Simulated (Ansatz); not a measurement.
## Ti (Im-3m), clamped-ion strain scan

Theory: DFT r2SCAN, scalar-relativistic, plane waves, PAW in Ansatz 0.2.0. The runs took a 500 eV cutoff, a Γ-centred 20×20×20 mesh and Gaussian smearing (0.15 eV). No spin polarisation. Energies are free energies at this smearing, counted from the undisturbed cell; pressure is positive in compression.

The undisturbed cell (as given, not relaxed at this level; it stands at -2.8 GPa; this bcc form isn't the usual structure):

```
Ti
1.0
    -1.64100    1.64100    1.64100
     1.64100   -1.64100    1.64100
     1.64100    1.64100   -1.64100
Ti
1
Direct
  0.00000 0.00000 0.00000
```

The cell is strained by ε times the Voigt pattern (1, 0, 0, 0, 0, 0) (xx, yy, zz, yz, xz, xy; engineering shear) with fractional coordinates fixed. The cell is metallic on the mesh throughout.

```csv
ε,ΔE (meV/atom),"stress summed along the pattern (GPa, tension positive)",pressure (GPa)
-0.0200,-4.5,1.24,-0.7
-0.0150,-3.7,1.65,-1.2
-0.0100,-2.7,2.05,-1.8
-0.0050,-1.4,?,?
0.0000,0.0,2.82,-2.8
0.0050,1.7,3.19,-3.3
0.0100,?,3.55,?
0.0150,?,?,-4.3
0.0175,6.7,4.07,-4.5
0.0200,7.8,4.23,-4.7
```

(1) Give the withheld values.

## Answers

(1) stress summed along the pattern (GPa, tension positive) at ε = -0.0050: 2.44; pressure (GPa) at ε = -0.0050: -2.3; ΔE (meV/atom) at ε = 0.0100: 3.5; pressure (GPa) at ε = 0.0100: -3.8; ΔE (meV/atom) at ε = 0.0150: 5.6; stress summed along the pattern (GPa, tension positive) at ε = 0.0150: 3.90.